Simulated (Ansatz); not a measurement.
Y$_{12}$Al$_{7}$Si:
```
CELL_PARAMETERS angstrom
     -5.86128     5.86128     7.62049
      5.86128    -5.86128     7.62049
      5.86128     5.86128    -7.62049
ATOMIC_POSITIONS crystal
  Y  0.64751 0.14751 0.50000
  Y  0.35249 0.85249 0.50000
  Y  0.14751 0.64751 0.50000
  Y  0.85249 0.35249 0.50000
  Y  0.33804 0.20162 0.26494
  Y  0.66196 0.79838 0.73506
  Y  0.20162 0.93668 0.86358
  Y  0.79838 0.06332 0.13642
  Y  0.93668 0.07310 0.73506
  Y  0.06332 0.92690 0.26494
  Y  0.07310 0.33804 0.13642
  Y  0.92690 0.66196 0.86358
  Y  0.16196 0.42690 0.86358
  Y  0.83804 0.57310 0.13642
  Y  0.29838 0.16196 0.73506
  Y  0.70162 0.83804 0.26494
  Y  0.56332 0.29838 0.13642
  Y  0.43668 0.70162 0.86358
  Y  0.42690 0.56332 0.26494
  Y  0.57310 0.43668 0.73506
  Y  0.67076 0.17076 0.84152
  Y  0.32924 0.82924 0.15848
  Y  0.17076 0.32924 0.50000
  Y  0.82924 0.67076 0.50000
  Al 0.11878 0.61878 0.73756
  Al 0.88122 0.38122 0.26244
  Al 0.61878 0.88122 0.50000
  Al 0.38122 0.11878 0.50000
  Al 0.00000 0.00000 0.00000
  Al 0.50000 0.50000 0.00000
  Al 0.88178 0.38178 0.85804
  Al 0.11822 0.61822 0.14196
  Al 0.38178 0.52373 0.50000
  Al 0.61822 0.47627 0.50000
  Al 0.52373 0.02373 0.14196
  Al 0.47627 0.97627 0.85804
  Al 0.02373 0.88178 0.50000
  Al 0.97627 0.11822 0.50000
  Si 0.25000 0.25000 0.00000
  Si 0.75000 0.75000 0.00000
```

Relaxed with r²SCAN. Special points in fractions of this cell's reciprocal vectors: Γ (0.000, 0.000, 0.000); X (0.000, 0.000, 0.500); P (0.250, 0.250, 0.250); N (0.000, 0.500, 0.000); M (0.500, 0.500, -0.500); S (0.398, 0.602, -0.398); S0 (-0.398, 0.398, 0.398); R (-0.296, 0.296, 0.500); G (0.500, 0.500, -0.296).

### Question
List the band energies nearest the Fermi level at these points for the program Ansatz at the r²SCAN level (PAW).

### Answer
In eV from the Fermi level; about four levels below and three above (degenerate sets whole), none deeper than 8.9 eV; points with the same levels are listed once.

| k | below | above |
|---|---|---|
| Γ | -0.33 -0.33 -0.08 -0.05 -0.05 | 0.07 0.07 0.08 |
| X | -0.24 -0.08 -0.08 -0.02 | 0.19 0.22 0.26 |
| P | -0.42 -0.42 -0.33 -0.33 | 0.03 0.03 0.18 0.18 |
| N | -0.40 -0.40 -0.21 -0.21 | 0.01 0.01 0.09 0.09 |
| M | -0.34 -0.34 -0.26 -0.26 -0.02 | 0.13 0.14 0.16 |
| S | -0.31 -0.30 -0.27 -0.05 | 0.12 0.14 0.14 |
| R | -0.34 -0.33 -0.22 -0.10 | 0.07 0.12 0.15 |

Space group I4/mcm. The workflow started from a Materials Project entry (that database holds measured and hypothetical structures alike); the Crystallography Open Database copy checked does not list it. Whether it is the stable phase at ambient conditions was not checked. Symmetry was held in the r²SCAN relaxation; its stability against distortions is not shown here. No spin polarisation was allowed. Spin–orbit coupling is left out wherever it is not named.

Potentials: the later of the program's two PAW sets.
